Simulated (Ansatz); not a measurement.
TaAs:
```xyz
2
Lattice="3.1789 0.0000 0.0000 0.0000 3.1789 0.0000 0.0000 0.0000 3.1789" Properties=species:S:1:pos:R:3 pbc="T T T"
Ta     0.0000     0.0000     0.0000
As     1.5895     1.5895     1.5895
```

Relaxed with PBEsol. Special points in fractions of this cell's reciprocal vectors: Γ (0.000, 0.000, 0.000); X (0.000, 0.500, 0.000); M (0.500, 0.500, 0.000); R (0.500, 0.500, 0.500).

Problem. List the band energies nearest the Fermi level at these points for PBEsol in the plane-wave PAW code Ansatz.

Solution. In eV from the Fermi level; about four levels below and three above (degenerate sets whole), none deeper than 8.9 eV; points with the same levels are listed once.

```tsv
k	below	above
Γ	-3.15 -3.15	0.05 0.05 0.05
X	-8.46 -2.41 -2.41 -2.13	2.57 3.89 5.67
M	-4.93 -4.93 -3.31	0.09 0.09 2.04
R	-6.60 -6.60 -6.60	3.08 3.08 3.08
```

Space group Pm-3m (CsCl type). A made-up cell: these elements were put on the sites of a structure type; neither database checked (COD, Materials Project) lists it. It is not the phase usual at ambient conditions (space group No. 109). The cell was relaxed with PBEsol under the symmetry of its start; its stability against distortions is not shown here. No spin polarisation was allowed. Spin–orbit coupling is left out wherever it is not named.

Potentials: the earlier of the program's two PAW sets. The files were generated under PBE; for other functionals the program regenerates the frozen cores, and for LDA and PBEsol the local potential too.
